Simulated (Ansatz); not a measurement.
Ti3O (P6_3/mcm): electronic heat capacity and spin susceptibility from the density of states

All numbers below come from DFT PBEsol, scalar-relativistic, plane waves, PAW (Ansatz).

Settings: cutoff 420 eV, Γ-centred mesh 12×12×8 on the computed 8-atom cell, Gaussian smearing of 0.10 eV; no spin polarisation.

Relaxed cell: P6_3/mcm, a = 5.065 Å, b = 5.065 Å, c = 4.846 Å, α = 90.00°, β = 90.00°, γ = 120.00°, 8 atoms in the primitive cell. Whether it is the stable form of this composition wasn't checked.

The density of states at the Fermi level is 4.018 states/eV in the cell of 8 atoms (2 formula units; both spins, tetrahedra on a 18×18×12 mesh).

Task: What Sommerfeld coefficient and Pauli susceptibility does this give?

Result: Per formula unit N(E_F) = 2.009 states/eV. γ = (π²/3) k_B² N(E_F) N_A = 2.357 mJ/(mol K²) per state/eV, so γ = 4.7 mJ/(mol K²), a mole of formula units. χ_P = μ_B² N(E_F) N_A = 3.23×10⁻⁵ emu/mol per state/eV gives 6.5×10⁻⁵ emu/mol. This is the bare band result: a measured γ of the same phase is as a rule larger by a factor 1 + λ from phonons and spin fluctuations, the spin part of χ is larger by the Stoner factor, and a measured χ also holds orbital and core terms. N(E_F) at one energy is sensitive to the mesh where the density of states has sharp peaks.

Spin polarisation was left out, and a magnetic state may lie lower.

A ferromagnetic start lost its moments in a first run, so spin was left out; other magnetic orders weren't tried.

Cost: 1 run of about 3.4 core-minutes, on Intel Xeon Platinum 8488C (Sapphire Rapids) (shared hosts).